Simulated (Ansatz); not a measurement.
Relaxed-ion elastic tensor of TaSi (rock salt, Fm-3m) in GPa (Voigt order), DFT-r²SCAN in the program Ansatz with PAW potentials; density 10.29 g/cm³, 16.86 Å³ per atom.

```
      1     2     3     4     5     6
-  ----  ----  ----  ----  ----  ----
1   408  49.1  49.1   0.0   0.0   0.0
2  49.1   408  49.1   0.0   0.0   0.0
3  49.1  49.1   408   0.0   0.0   0.0
4   0.0   0.0   0.0  43.6   0.0   0.0
5   0.0   0.0   0.0   0.0  43.6   0.0
6   0.0   0.0   0.0   0.0   0.0  43.6
```

**Question.** Is the crystal mechanically stable?

**Answer.** Yes: the smallest eigenvalue of C is 43.6 GPa.

**Question.** Work out the Voigt, Reuss and Hill averages.

**Answer.** K_V = 169, K_R = 169, K_H = 169; G_V = 97.9, G_R = 62.5, G_H = 80.2 GPa.

**Question.** Give Young's modulus, Poisson's ratio, Pugh's ratio and the universal anisotropy index.

**Answer.** E = 9KG/(3K + G) = 208 GPa; ν = 0.29; K/G = 2.10 (ductile by the Pugh limit of 1.75); A_U = 5G_V/G_R + K_V/K_R − 6 = 2.83.

**Question.** Estimate the sound speeds and the Debye temperature.

**Answer.** v_l = √((K + 4G/3)/ρ) = 5170 m/s, v_t = √(G/ρ) = 2790 m/s, mean 3120 m/s; Θ = (h/k)(3n/4πV)^(1/3) v_m = 362 K.

**Question.** Give the Zener ratio and Young's modulus along [100], [110] and [111].

**Answer.** A = 2C44/(C11 − C12) = 0.24; 1/E = S11 − 2(S11 − S12 − S44/2)Γ with Γ = 0, 1/4, 1/3 gives 397, 146, 120 GPa.

**Question.** Solve the Christoffel equation for the three sound speeds along [100], [110], [111].

**Answer.** Eigenvalues of C_ijkl n_j n_l equal ρv². In km/s, slowest first: [100] 2.06, 2.06, 6.29; [110] 2.06, 4.17, 5.14; [111] 3.61, 3.61, 4.69.

The cell is a constructed one: a structure type filled with these elements; neither database checked (COD, Materials Project) lists it. Whether it is the stable phase at ambient conditions was not checked. Symmetry was held in the r²SCAN relaxation; its stability against distortions is not shown here. The run is not spin-polarised. As this level gives no gap, shear constants depend on the k-mesh and smearing (Fermi–Dirac, 0.1 eV here). Scalar-relativistic: spin–orbit coupling is off unless named, which matters more the heavier the elements.

Potentials: the later of the program's two PAW sets.
